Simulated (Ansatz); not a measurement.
Input:

SrAlO2F:
```
SrAlO2F
1.0
    3.77881     0.00000     0.00000
    0.00000     3.77881     0.00000
    0.00000     0.00000     3.82066
Sr Al O F
1 1 2 1
Cartesian
  1.88941   1.88941   1.91033
  0.00000   0.00000   0.00000
  1.88941   0.00000   0.00000
  0.00000   1.88941   0.00000
  0.00000   0.00000   1.91033
```

This is the r²SCAN-relaxed structure. Cartesian axes are those of the cell as given.

### Question
All from r²SCAN (plane waves, PAW; program Ansatz), unless another level is named. Give the Debye temperature from the elastic constants.

### Answer
707 K.

### Question
Predict the elastic constants (relaxed ions, GPa).

### Answer
C11 = 290, C12 = 136, C13 = 91.0, C33 = 264, C44 = 122, C66 = 173.

Space group P4/mmm. The start of the workflow was typed in or built on a structure type; neither database checked (COD, Materials Project) lists it. Whether it is the stable phase at ambient conditions was not checked. The cell was relaxed with r²SCAN under the symmetry of its start; its stability against distortions is not shown here.

Potentials: the earlier of the program's two PAW sets. The files were generated under PBE; for other functionals the program regenerates the frozen cores, and for LDA and PBEsol the local potential too.
